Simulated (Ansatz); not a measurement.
One crystal and one scan (energy over volume and axial ratio) at two levels, r2SCAN (plane waves to 500 eV, PAW, scalar-relativistic; Ansatz, a quantum-chemistry and plane-wave program) and PBE (plane waves to 420 eV, PAW, scalar-relativistic; Ansatz), each from its own relaxed cell and on its own mesh. The cell shown is that of r2SCAN.

TiC (rock salt)

```yaml
crystal:
  lattice:
    - [0.00000, 2.16390, 2.16390]
    - [2.16390, 0.00000, 2.16390]
    - [2.16390, 2.16390, 0.00000]
  atoms:
    - { symbol: C, position: [0.00000, 0.00000, 0.00000] }
    - { symbol: Ti, position: [0.50000, 0.50000, 0.50000] }
```

Grid over V/V₀ and (c/a)/(c/a)₀, subscript 0 meaning the relaxed cell; the conventional c axis lies along z; no internal relaxation.

E stands for the smeared free energy. TiC is run without spin polarisation. TiC was relaxed with its symmetry unable to fall. With partly filled bands, the response to shear is sensitive to the k mesh, so small differences along c/a are uncertain. Percentages come from the unrounded values. Both scans cover V/V₀ from 0.960 to 1.040 and (c/a)/(c/a)₀ from 0.920 to 1.080.

Results of r2SCAN:

- Lattice constant a (Å): 4.328
- Shear modulus C′ = (C11 − C12)/2 (fit, atoms clamped) (GPa): 200

What does PBE give for the same quantities?


```json
[
 {"quantity": "Lattice constant a (Å)", "PBE": "4.333", "r2SCAN − PBE": "-0.005 (-0.1 %)"},
 {"quantity": "Shear modulus C′ = (C11 − C12)/2 (fit, atoms clamped) (GPa)", "PBE": "194", "r2SCAN − PBE": "+6 (+3 %)"}
]
```

r2SCAN gives the higher value for: shear modulus C′. They agree on: lattice constant a (within 0.2 %).

(A scan under strain: stresses follow from slopes of the energy per volume, elastic moduli from its curvatures.)
